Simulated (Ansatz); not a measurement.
Input and output for bcc W (100), 6 layers: DFT, LDA, all-electron LAPW, scalar-relativistic (Ansatz 0.2.0).

The slab is cut from a bulk crystal relaxed on PAW files (its atoms may have been relaxed since).

Command: `ansatz run input.yaml --threads 2 --pin off --max-ram 4096MiB --backend cpu --events-out ev --progress --plain --runs-dir out` It took 2.8 min on 2 threads of Intel(R) Xeon(R) 6975P-C (Granite Rapids), on a shared host, peak memory 1.8 GiB.

```yaml
crystal:
  lattice:
    - [3.1348320013, 0.0, 0.0]
    - [0.0, 3.1348320013, 0.0]
    - [0.0, 0.0, 23.8371]
  atoms:
    - { symbol: W, position: [0.25, 0.25, 0.3356117144] }
    - { symbol: W, position: [0.75, 0.75, 0.4013670287] }
    - { symbol: W, position: [0.25, 0.25, 0.4671223429] }
    - { symbol: W, position: [0.75, 0.75, 0.5328776571] }
    - { symbol: W, position: [0.25, 0.25, 0.5986329713] }
    - { symbol: W, position: [0.75, 0.75, 0.6643882856] }
kpoints:
  mp_grid: { grid: [13, 13, 1] }
scf:
  occupations: { method: fermi_dirac, width: 0.08 }
hamiltonian:
  xc: lda
  pseudopotentials: { kind: all_electron, lapw: { basis_error: 0.001 } }
output:
  forces: true
  stress: true
  eigenvalues: true
  populations: true
  dos: { projected: true, de: 0.2, e_range: [-14, 8] }
efield:
  axis: 3
  amplitude: 0
  dipole_correction: true
```

Output:

```
W: projections on atomic orbitals take those of the free atom 1s2 2s2 2p6 3s2 3p6 3d10 4s2 4p6 4d10 4f14 5s2 5p6 5d4 6s2, of charge +0.00 (hamiltonian.pseudopotentials.projection_atoms)
LAPW: plane waves up to 8.774 Å⁻¹, error target 1.0e-3 eV per atom; small_component_spin mean_spin; W in spheres of 1.357 Å, 44 of its electrons in bands, Dirac shells [] (how accurate: hamiltonian.pseudopotentials.lapw.basis_error, Limitations)
Engine: ansatz 0.2.0
Pseudopotentials: kind: all_electron
Pseudopotential: W, LAPW, valence charge 44, lapw/all_electron/scalar/gaussian/W, Koelling and Harmon's equation, gaussian nucleus
Functional definition: SPW92
  exchange = slater_x
  correlation = pw_c
Crystal: 6 atoms, lattice volume = 234.251 Å³
Basis set: ecut = 293.3246463237337 eV, 2703 PW (Γ), exchange–correlation at level 2
Bands: 159, of which v1, the nominal top of the filled ones, is band 132 counted from 1 (131 counted from 0)
Symmetry: 8 space group operations
k-points: 28 of 169
Non-local potential: W, projectors of the file, none
Initial density: superposition of atomic densities (neutral atoms: chi_scale 0, normalization atom)
Initial wavefunctions: plane waves of lowest kinetic energy (no species holds an atomic orbital)
Functional: x = slater, c = lda
iter 1 solved again at ethr=1.98e-2 eV; its pass at ethr=1.00e-1 eV (dr2=5.22e1 eV) is discarded
SCF iter   1: F=—  HF=-2633683.164752 eV  |F-HF|=—  |Δ(HF+E_count)|=         —  Δρ=4.04e-2  dr2=5.22e1  ethr=1.98e-2  p=0.000 e·Å  D=6.36e-14 V/Å  ΔV_dip=-0.00 eV  dr2_dipole=5.19e-14  V_vac-E_F(+/−)=7.18/7.18 eV  ⟨swp⟩=2.0  Hψ=26480  notcnv=0
efield: sawtooth ramp at fractional position 0.9500 (placed from the atoms, in the widest stretch of the axis that holds none; the zero of the levels goes with the place), width 0.1000; the density the first Hamiltonian is built on has a dipole p = -0.000 e·Å; the dipole correction subtracts the counter field D = -3.39e-13 V/Å, which shifts the + side's vacuum level by +0.00 eV against the − side's; the planar-averaged density in the ramp window peaks in size at 9.7e-7 e/Å³
preconditioner: auto → LDOS  [metal: Δε(μ)=0.026 eV  Ē_g=29.577 eV  σ=0.080 eV  W_gap=0.08  n_scr=80 (ndim 8)  ℏωp=30.3 eV  f_vac=0.557  D(μ)=3.87/eV (n_scr^D=12)  β→1.0]
SCF iter   2: F=—  HF=-2633683.101210 eV  |F-HF|=—  |Δ(HF+E_count)|=   6.35e-2  Δρ=4.32e-2  dr2=6.80e1  ethr=1.98e-2  p=0.000 e·Å  D=5.09e-7 V/Å  ΔV_dip=-0.00 eV  dr2_dipole=1.92e-10  V_vac-E_F(+/−)=1.82/1.82 eV  ⟨swp⟩=3.0  Hψ=12965  notcnv=0
iter 3 solved again at ethr=6.80e-5 eV; its pass at ethr=1.98e-2 eV (dr2=1.79e-1 eV) is discarded
SCF iter   3: F=—  HF=-2633678.800320 eV  |F-HF|=—  |Δ(HF+E_count)|=    4.30e0  Δρ=5.80e-3  dr2=1.80e-1  ethr=6.80e-5  p=0.000 e·Å  D=3.94e-8 V/Å  ΔV_dip=-0.00 eV  dr2_dipole=2.41e-11  V_vac-E_F(+/−)=4.39/4.39 eV  ⟨swp⟩=2.0  Hψ=21744  notcnv=0
[... lines left out ...]
  atom   3  W     -0.00000000     0.00000000    -0.01340902
  atom   4  W      0.00000000     0.00000000     0.01340913
  atom   5  W      0.00000000     0.00000000     1.74526926
  atom   6  W      0.00000000     0.00000000    -1.89952894
  max |Σ_I F_I| component: 1.81e-7 eV/Å
--- Stress (GPa, compression-positive) ---
       -6.529037       0.000000       0.000000
        0.000000      -6.529037       0.000000
        0.000000       0.000000      -4.552303
  P = ⅓ Tr σ = -5.8701 GPa (-58.701 kbar)
--- Band table (eV; the first three rows and the last of 28) ---
  k-point 0: bands = ["-407.9175", "-407.9175", "-407.8634", "-407.8634", "-407.8634", "-407.8634", "-407.8305", "-407.8305", "-407.8227", "-407.8227", "-407.8227", "-407.8227", "-407.7842", "-407.7842", "-407.7842", "-407.7842", "-407.7679", "-407.7679", "-223.5236", "-223.5236", "-223.4825", "-223.4825", "-223.4825", "-223.4825", "-223.4639", "-223.4639", "-223.4519", "-223.4519", "-223.4443", "-223.4443", "-223.4421", "-223.4421", "-223.4126", "-223.4126", "-223.4121", "-223.4121", "-223.4120", "-223.4120", "-223.4053", "-223.4053", "-223.3976", "-223.3976", "-223.3710", "-223.3710", "-223.3557", "-223.3557", "-223.3557", "-223.3557", "-64.8592", "-64.7984", "-64.7577", "-64.7053", "-64.6290", "-64.6091", "-29.4027", "-29.3424", "-29.3424", "-29.3257", "-29.2498", "-29.1580", "-29.1580", "-29.0513", "-28.9401", "-28.9401", "-28.7213", "-28.7213", "-28.7132", "-28.5300", "-28.5300", "-28.4934", "-28.4374", "-28.4374", "-19.1147", "-19.1146", "-19.0929", "-19.0929", "-19.0929", "-19.0929", "-19.0659", "-19.0659", "-19.0568", "-19.0504", "-19.0500", "-19.0448", "-19.0448", "-19.0442", "-19.0415", "-19.0398", "-19.0398", "-19.0305", "-19.0305", "-19.0296", "-19.0296", "-19.0285", "-19.0285", "-19.0251", "-19.0165", "-19.0125", "-19.0125", "-19.0006", "-19.0006", "-18.9995", "-18.9995", "-18.9884", "-18.9872", "-18.9848", "-18.9690", "-18.9669", "-18.9635", "-18.9635", "-18.9630", "-18.9630", "-18.9313", "-18.9252", "0.0105", "1.4854", "3.3096", "3.4425", "3.6009", "4.3797", "4.6616", "4.7501", "5.7809", "7.4623", "7.8938", "7.8938", "8.1403", "8.1403", "8.1792", "8.7297", "8.7326", "8.7326", "8.7774", "9.0236", "9.2900", "9.7738", "9.7738", "10.2527", "10.8187", "11.4401", "11.4401", "11.6810", "11.7855", "12.5009", "12.8523", "13.1149", "13.1565", "13.3805", "13.4292", "13.4292", "14.1659", "14.3519", "14.5014", "16.2442", "16.2530", "18.0941", "18.7629", "18.7629", "19.7394"]
  k-point 1: bands = ["-407.9175", "-407.9175", "-407.8634", "-407.8634", "-407.8634", "-407.8634", "-407.8305", "-407.8305", "-407.8227", "-407.8227", "-407.8227", "-407.8227", "-407.7842", "-407.7842", "-407.7842", "-407.7842", "-407.7679", "-407.7679", "-223.5236", "-223.5236", "-223.4825", "-223.4825", "-223.4825", "-223.4825", "-223.4639", "-223.4639", "-223.4519", "-223.4519", "-223.4443", "-223.4443", "-223.4421", "-223.4421", "-223.4126", "-223.4126", "-223.4121", "-223.4121", "-223.4120", "-223.4120", "-223.4053", "-223.4053", "-223.3976", "-223.3976", "-223.3710", "-223.3710", "-223.3557", "-223.3557", "-223.3557", "-223.3557", "-64.8553", "-64.7955", "-64.7562", "-64.7056", "-64.6307", "-64.6118", "-29.4206", "-29.4054", "-29.3289", "-29.2938", "-29.2747", "-29.1483", "-29.1281", "-29.1001", "-28.9358", "-28.8716", "-28.8303", "-28.7232", "-28.6204", "-28.5808", "-28.5377", "-28.4599", "-28.4555", "-28.4494", "-19.1146", "-19.1145", "-19.0932", "-19.0932", "-19.0929", "-19.0928", "-19.0656", "-19.0656", "-19.0567", "-19.0502", "-19.0500", "-19.0465", "-19.0446", "-19.0435", "-19.0407", "-19.0395", "-19.0393", "-19.0313", "-19.0312", "-19.0299", "-19.0293", "-19.0292", "-19.0284", "-19.0234", "-19.0161", "-19.0126", "-19.0124", "-19.0010", "-19.0002", "-19.0001", "-19.0000", "-18.9882", "-18.9871", "-18.9839", "-18.9688", "-18.9669", "-18.9637", "-18.9636", "-18.9634", "-18.9632", "-18.9315", "-18.9261", "0.1512", "1.5954", "3.3667", "3.5401", "3.6958", "4.4436", "4.7609", "4.7748", "5.8178", "7.2745", "7.7310", "7.7312", "7.8002", "8.3852", "8.3924", "8.4059", "8.5000", "8.6652", "9.0189", "9.3901", "9.4065", "9.5459", "9.9053", "10.7266", "10.8822", "10.8868", "11.1377", "11.6716", "12.2773", "12.4311", "12.6919", "12.8262", "12.9195", "13.3096", "13.5127", "13.8974", "13.9530", "14.6342", "14.6753", "16.4045", "16.7347", "18.2008", "18.3059", "19.3054", "19.8704"]
  k-point 2: bands = ["-407.9175", "-407.9175", "-407.8634", "-407.8634", "-407.8634", "-407.8634", "-407.8305", "-407.8305", "-407.8227", "-407.8227", "-407.8227", "-407.8227", "-407.7842", "-407.7842", "-407.7842", "-407.7842", "-407.7679", "-407.7679", "-223.5236", "-223.5236", "-223.4825", "-223.4825", "-223.4825", "-223.4825", "-223.4639", "-223.4639", "-223.4519", "-223.4519", "-223.4443", "-223.4443", "-223.4421", "-223.4421", "-223.4126", "-223.4126", "-223.4121", "-223.4121", "-223.4120", "-223.4120", "-223.4053", "-223.4053", "-223.3976", "-223.3976", "-223.3710", "-223.3710", "-223.3557", "-223.3557", "-223.3557", "-223.3557", "-64.8439", "-64.7871", "-64.7519", "-64.7067", "-64.6360", "-64.6200", "-29.4922", "-29.4777", "-29.3093", "-29.2983", "-29.2895", "-29.1704", "-29.1199", "-29.0535", "-28.9234", "-28.9158", "-28.8104", "-28.7291", "-28.6286", "-28.5735", "-28.5603", "-28.4848", "-28.4825", "-28.4387", "-19.1143", "-19.1142", "-19.0940", "-19.0940", "-19.0927", "-19.0927", "-19.0649", "-19.0649", "-19.0565", "-19.0499", "-19.0497", "-19.0490", "-19.0440", "-19.0435", "-19.0387", "-19.0387", "-19.0385", "-19.0335", "-19.0315", "-19.0307", "-19.0305", "-19.0284", "-19.0277", "-19.0202", "-19.0155", "-19.0129", "-19.0121", "-19.0019", "-19.0015", "-19.0013", "-18.9990", "-18.9876", "-18.9868", "-18.9820", "-18.9681", "-18.9670", "-18.9646", "-18.9645", "-18.9639", "-18.9635", "-18.9323", "-18.9284", "0.5593", "1.9008", "3.4774", "3.7606", "4.0159", "4.5416", "4.7173", "5.1303", "6.1118", "7.1490", "7.2595", "7.2620", "7.6271", "8.1123", "8.2086", "8.2570", "8.3899", "9.0069", "9.2574", "9.3737", "9.5138", "9.9530", "10.1823", "10.6785", "10.7286", "10.7992", "11.0663", "11.5591", "11.9068", "12.2431", "12.5513", "12.6038", "13.0362", "13.6240", "13.8220", "13.9037", "14.2977", "15.0367", "15.2046", "16.8390", "17.0024", "17.5028", "18.4999", "19.7068", "20.1672"]
  k-point 27: bands = ["-407.9175", "-407.9175", "-407.8634", "-407.8634", "-407.8634", "-407.8634", "-407.8305", "-407.8305", "-407.8227", "-407.8227", "-407.8227", "-407.8227", "-407.7842", "-407.7842", "-407.7842", "-407.7842", "-407.7679", "-407.7679", "-223.5236", "-223.5236", "-223.4825", "-223.4825", "-223.4825", "-223.4825", "-223.4639", "-223.4639", "-223.4519", "-223.4519", "-223.4443", "-223.4443", "-223.4421", "-223.4421", "-223.4126", "-223.4126", "-223.4121", "-223.4121", "-223.4120", "-223.4120", "-223.4053", "-223.4053", "-223.3976", "-223.3976", "-223.3710", "-223.3710", "-223.3557", "-223.3557", "-223.3557", "-223.3557", "-64.7355", "-64.7334", "-64.7095", "-64.7095", "-64.6756", "-64.6754", "-29.7459", "-29.7370", "-29.5123", "-29.5044", "-29.2581", "-29.2048", "-29.1207", "-29.0872", "-29.0245", "-28.9870", "-28.9132", "-28.8956", "-28.8806", "-28.8197", "-28.6220", "-28.6164", "-28.4802", "-28.4700", "-19.1111", "-19.1111", "-19.0976", "-19.0976", "-19.0976", "-19.0976", "-19.0569", "-19.0568", "-19.0525", "-19.0524", "-19.0507", "-19.0499", "-19.0485", "-19.0484", "-19.0476", "-19.0469", "-19.0324", "-19.0322", "-19.0314", "-19.0314", "-19.0217", "-19.0209", "-19.0180", "-19.0166", "-19.0150", "-19.0144", "-19.0045", "-19.0027", "-19.0023", "-19.0013", "-19.0007", "-19.0004", "-18.9751", "-18.9749", "-18.9663", "-18.9662", "-18.9660", "-18.9659", "-18.9652", "-18.9652", "-18.9398", "-18.9397", "3.3329", "3.3770", "4.7602", "4.7839", "5.5200", "5.5898", "5.6632", "5.7651", "6.1856", "6.3346", "6.4415", "6.4585", "7.1737", "7.2367", "8.5207", "8.5781", "10.8999", "10.9192", "10.9768", "10.9932", "11.1131", "11.2540", "11.5676", "11.7557", "12.2494", "12.2802", "12.3843", "12.4838", "12.5378", "12.6120", "12.9302", "13.1073", "15.6449", "15.7611", "16.7489", "16.9522", "17.0139", "17.2219", "18.1320", "18.3181", "18.7559", "18.9373", "19.4220", "19.5062", "19.7178"]
--- Löwdin populations: 6 sites ---
  site symbol       q [e]
     0      W     73.9776
     1      W     73.8318
     2      W     73.8566
     3      W     73.8566
     4      W     73.8318
     5      W     73.9776
  spilling = 0.001505 (of n_electrons = 444.000000)
```

populations.tsv:

```
# site	symbol	l	j	q
# orbitals = lowdin
# n_electrons = 444.000000
# spilling = 0.001505
# projection_atom_W: 1s2 2s2 2p6 3s2 3p6 3d10 4s2 4p6 4d10 4f14 5s2 5p6 5d4 6s2
0	W	0_1S	-	1.999999
0	W	0_2S	-	1.999989
0	W	0_3S	-	1.999870
0	W	0_4S	-	1.998649
0	W	0_5S	-	1.978914
0	W	0_6S	-	1.013111
0	W	1_2P	-	6.000000
0	W	1_3P	-	5.999995
0	W	1_4P	-	5.999892
0	W	1_5P	-	5.984227
0	W	2_3D	-	9.999998
0	W	2_4D	-	9.999969
0	W	2_5D	-	5.003395
0	W	3_4F	-	13.999638
1	W	0_1S	-	1.999999
1	W	0_2S	-	1.999979
1	W	0_3S	-	1.999753
1	W	0_4S	-	1.997424
1	W	0_5S	-	1.960413
1	W	0_6S	-	0.879540
1	W	1_2P	-	6.000000
1	W	1_3P	-	5.999995
1	W	1_4P	-	5.999910
1	W	1_5P	-	5.988299
1	W	2_3D	-	9.999998
1	W	2_4D	-	9.999949
1	W	2_5D	-	5.007164
1	W	3_4F	-	13.999371
2	W	0_1S	-	1.999999
2	W	0_2S	-	1.999979
2	W	0_3S	-	1.999747
2	W	0_4S	-	1.997354
2	W	0_5S	-	1.959421
2	W	0_6S	-	0.871434
2	W	1_2P	-	6.000000
2	W	1_3P	-	5.999995
2	W	1_4P	-	5.999904
2	W	1_5P	-	5.987483
2	W	2_3D	-	9.999998
2	W	2_4D	-	9.999948
2	W	2_5D	-	5.041953
2	W	3_4F	-	13.999338
3	W	0_1S	-	1.999999
3	W	0_2S	-	1.999979
3	W	0_3S	-	1.999747
3	W	0_4S	-	1.997354
3	W	0_5S	-	1.959421
3	W	0_6S	-	0.871434
3	W	1_2P	-	6.000000
3	W	1_3P	-	5.999995
3	W	1_4P	-	5.999904
3	W	1_5P	-	5.987483
3	W	2_3D	-	9.999998
3	W	2_4D	-	9.999948
3	W	2_5D	-	5.041953
3	W	3_4F	-	13.999338
4	W	0_1S	-	1.999999
4	W	0_2S	-	1.999979
4	W	0_3S	-	1.999753
4	W	0_4S	-	1.997424
4	W	0_5S	-	1.960413
4	W	0_6S	-	0.879540
4	W	1_2P	-	6.000000
4	W	1_3P	-	5.999995
4	W	1_4P	-	5.999910
4	W	1_5P	-	5.988299
4	W	2_3D	-	9.999998
4	W	2_4D	-	9.999949
4	W	2_5D	-	5.007164
4	W	3_4F	-	13.999371
5	W	0_1S	-	1.999999
5	W	0_2S	-	1.999989
5	W	0_3S	-	1.999870
5	W	0_4S	-	1.998649
5	W	0_5S	-	1.978914
5	W	0_6S	-	1.013111
5	W	1_2P	-	6.000000
5	W	1_3P	-	5.999995
5	W	1_4P	-	5.999892
5	W	1_5P	-	5.984227
5	W	2_3D	-	9.999998
5	W	2_4D	-	9.999969
5	W	2_5D	-	5.003395
5	W	3_4F	-	13.999638
```

Next run (atoms relaxed), as changes to the input before:

```diff
   atoms:
-    - { symbol: W, position: [0.25, 0.25, 0.3356117144] }
-    - { symbol: W, position: [0.75, 0.75, 0.4013670287] }
-    - { symbol: W, position: [0.25, 0.25, 0.4671223429] }
-    - { symbol: W, position: [0.75, 0.75, 0.5328776571] }
-    - { symbol: W, position: [0.25, 0.25, 0.5986329713] }
-    - { symbol: W, position: [0.75, 0.75, 0.6643882856] }
+    - { symbol: W, position: [0.25, 0.25, 0.3422583402] }
+    - { symbol: W, position: [0.75, 0.75, 0.4001772363] }
+    - { symbol: W, position: [0.25, 0.25, 0.4680108095] }
+    - { symbol: W, position: [0.75, 0.75, 0.5319891948] }
+    - { symbol: W, position: [0.25, 0.25, 0.5998227613] }
+    - { symbol: W, position: [0.75, 0.75, 0.657741658] }
 kpoints:
   eigenvalues: true
-  populations: true
-  dos: { projected: true, de: 0.2, e_range: [-14, 8] }
+relax:
+  f_tol: 0.01
+  max_steps: 12
 efield:
```

Results part of the output:

```
SCF converged after 3 iterations
Free energy (F): -2633679.171729 eV
Harris-Foulkes:  -2633679.171729 eV  (|F-HF|=7.59e-8)
Internal energy: -2633679.050577 eV  (E = F + TS)
E sigma→0 (E₀):  -2633679.111153 eV
Entropy (-TS):   -0.121152 eV (-20.192 meV/atom)
Fermi energy:    9.040820 eV
Dipole field:    D = -0.000000 V/Å  (p = -0.000000 e·Å, saw-weighted, corrected)
Work function:   Φ+ = 4.4404 eV   Φ− = 4.4404 eV
Levels:          The Fermi level and band energies are counted from a zero that moves with the ramp; work functions are not
[... lines left out ...]
  k-point 27: bands = ["-407.7444", "-407.7444", "-407.7339", "-407.7339", "-407.7339", "-407.7339", "-407.6766", "-407.6766", "-407.6531", "-407.6531", "-407.6531", "-407.6531", "-407.6357", "-407.6357", "-407.6284", "-407.6284", "-407.6284", "-407.6284", "-223.3624", "-223.3624", "-223.3551", "-223.3551", "-223.3267", "-223.3267", "-223.3267", "-223.3267", "-223.3150", "-223.3150", "-223.2831", "-223.2831", "-223.2818", "-223.2818", "-223.2660", "-223.2660", "-223.2452", "-223.2452", "-223.2452", "-223.2452", "-223.2385", "-223.2385", "-223.2375", "-223.2375", "-223.2240", "-223.2240", "-223.2240", "-223.2240", "-223.2004", "-223.2004", "-64.6510", "-64.6487", "-64.5741", "-64.5740", "-64.5172", "-64.5172", "-29.7237", "-29.7134", "-29.5607", "-29.5582", "-29.2896", "-29.2504", "-29.0580", "-29.0201", "-28.8833", "-28.8501", "-28.7906", "-28.7900", "-28.7228", "-28.6750", "-28.3635", "-28.3612", "-28.2911", "-28.2815", "-18.9637", "-18.9635", "-18.9635", "-18.9622", "-18.9611", "-18.9598", "-18.9337", "-18.9336", "-18.9284", "-18.9278", "-18.9242", "-18.9237", "-18.9107", "-18.9099", "-18.8854", "-18.8854", "-18.8851", "-18.8850", "-18.8820", "-18.8819", "-18.8730", "-18.8730", "-18.8730", "-18.8729", "-18.8641", "-18.8641", "-18.8399", "-18.8399", "-18.8348", "-18.8348", "-18.8331", "-18.8330", "-18.8324", "-18.8323", "-18.8087", "-18.8087", "-18.8053", "-18.8052", "-18.7985", "-18.7985", "-18.7981", "-18.7981", "3.3320", "3.3785", "4.7448", "4.7680", "5.5793", "5.6500", "5.7274", "5.8882", "6.2707", "6.5581", "6.5634", "6.6592", "7.1287", "7.1939", "8.4113", "8.4872", "10.7014", "10.8271", "10.8887", "11.0636", "11.0858", "11.3554", "11.6361", "11.7320", "12.2462", "12.2641", "12.4197", "12.4967", "12.5723", "12.6715", "12.9386", "13.1232", "15.6245", "15.7206", "16.8101", "17.0205", "17.2914", "17.4791", "18.3111", "18.4166", "18.9889", "19.0391", "19.5557", "19.5770", "19.8062"]
--- Relaxed structure (2 steps of the walk, 2 accepted, 0 SCFs on fresh bases) ---
  F+E_penalty+E_count = -2633679.17172924 eV   max|allowed force component| = 8.047e-3 eV/Å
  atoms:
    - { symbol: W, position: [0.25, 0.25, 0.34225834020000007] }
    - { symbol: W, position: [0.75, 0.75, 0.40017723630000007] }
    - { symbol: W, position: [0.25, 0.25, 0.4680108095] }
    - { symbol: W, position: [0.75, 0.75, 0.5319891948] }
    - { symbol: W, position: [0.25, 0.25, 0.5998227613] }
    - { symbol: W, position: [0.75, 0.75, 0.657741658] }
```

Next run (no images along the normal), as changes to the input before:

```diff
+  periodic: [true, true, false]
 kpoints:
   eigenvalues: true
-relax:
-  f_tol: 0.01
-  max_steps: 12
-efield:
-  axis: 3
-  amplitude: 0
-  dipole_correction: true
```

Results part of the output:

```
Warning: crystal.periodic: the lattice vector that does not repeat stood 0.000° off the slab's normal, 23.837 Å along it as the deck builds it. The run solves the slab on a vector along the normal, 38.840 Å long, with every atom where it was (on the deck's vector they left 16.32 Å outside them, and the widest stretch free of ions among them is 1.62 Å). A fractional position that the run reports is
SCF 1 converged in 13 iterations: F = -2633679.171996 eV  dr2 = 5.04e-8
[... lines left out ...]
  k-point 27: bands = ["-421.2255", "-421.2255", "-421.2150", "-421.2150", "-421.2150", "-421.2150", "-421.1578", "-421.1578", "-421.1349", "-421.1349", "-421.1349", "-421.1349", "-421.1174", "-421.1174", "-421.1095", "-421.1095", "-421.1095", "-421.1095", "-236.8434", "-236.8434", "-236.8361", "-236.8361", "-236.8079", "-236.8079", "-236.8079", "-236.8079", "-236.7962", "-236.7962", "-236.7647", "-236.7647", "-236.7629", "-236.7629", "-236.7476", "-236.7476", "-236.7264", "-236.7264", "-236.7264", "-236.7264", "-236.7204", "-236.7204", "-236.7185", "-236.7185", "-236.7058", "-236.7058", "-236.7058", "-236.7058", "-236.6816", "-236.6816", "-78.1322", "-78.1299", "-78.0555", "-78.0554", "-77.9984", "-77.9984", "-43.2050", "-43.1946", "-43.0420", "-43.0395", "-42.7709", "-42.7316", "-42.5392", "-42.5013", "-42.3645", "-42.3314", "-42.2719", "-42.2713", "-42.2040", "-42.1563", "-41.8448", "-41.8425", "-41.7724", "-41.7627", "-32.4447", "-32.4446", "-32.4446", "-32.4433", "-32.4422", "-32.4409", "-32.4148", "-32.4147", "-32.4095", "-32.4090", "-32.4054", "-32.4049", "-32.3920", "-32.3912", "-32.3669", "-32.3669", "-32.3667", "-32.3666", "-32.3631", "-32.3631", "-32.3543", "-32.3542", "-32.3542", "-32.3542", "-32.3456", "-32.3456", "-32.3216", "-32.3216", "-32.3160", "-32.3160", "-32.3147", "-32.3146", "-32.3139", "-32.3138", "-32.2905", "-32.2905", "-32.2866", "-32.2865", "-32.2796", "-32.2796", "-32.2793", "-32.2793", "-10.1493", "-10.1027", "-8.7365", "-8.7132", "-7.9019", "-7.8313", "-7.7539", "-7.5931", "-7.2106", "-6.9231", "-6.9178", "-6.8220", "-6.3525", "-6.2873", "-5.0699", "-4.9940", "-2.7798", "-2.6541", "-2.5925", "-2.4176", "-2.3955", "-2.1258", "-1.8451", "-1.7492", "-1.2350", "-1.2170", "-1.0615", "-0.9845", "-0.9089", "-0.8097", "-0.5425", "-0.3580", "2.1433", "2.2394", "3.3288", "3.5392", "3.8102", "3.9978", "4.8285", "4.9358", "5.5119", "5.5585", "6.0452", "6.1315", "6.3189"]
  the weakly bound empty levels are not read free of the cell's end (augmented_plane_waves)
```

Spin–orbit coupling is left out, which matters for the heavy atoms.
